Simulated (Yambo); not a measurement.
KBH₄ (space group P2_1/m, No. 11, within 0.06 Å of P4_2/nmc), G0W0@PBEsol in Yambo with this input:

```
rim_cut
gw0
dyson
el_el_corr
HF_and_locXC
ppa
em1d
RandQpts= 1000000
RandGvec= 1 Ry
EXXRLvcs= 76 Ry
VXCRLvcs= 304 Ry
Chimod= "HARTREE"
% BndsRnXp
 1 | 197 |
%
NGsBlkXp= 7 Ry
% LongDrXp
 1.0 | 1.0 | 1.0 |
%
PPAPntXp= 27.2114 eV
% GbndRnge
 1 | 197 |
%
GTermKind= "BG"
DysSolver= "n"
ExtendOut
```

On a 2×2×2 mesh, with wavefunctions cut at 76 Ry, the gap (Γ → (-0.5, -0.5, 0)) is 9.042 eV and the valence edge shifts by -2.001 eV.

Problem. What happens with this change: 3 Ry block?

Solution. The gap falls by 0.302 eV, to 8.740 eV; the shift of the valence edge becomes -1.745 eV. Neither run is shown to be the converged limit.

Geometry of the Materials Project entry, not relaxed at this level; primitive cell a = 4.663 Å, b = 4.678 Å, c = 6.549 Å, α = γ = 90.00°, β = 90.07°.

The structure is a Materials Project entry; no match was found in the copy of COD used, and its stability was not checked.

A shift is the quasiparticle energy of the state minus its PBEsol energy.
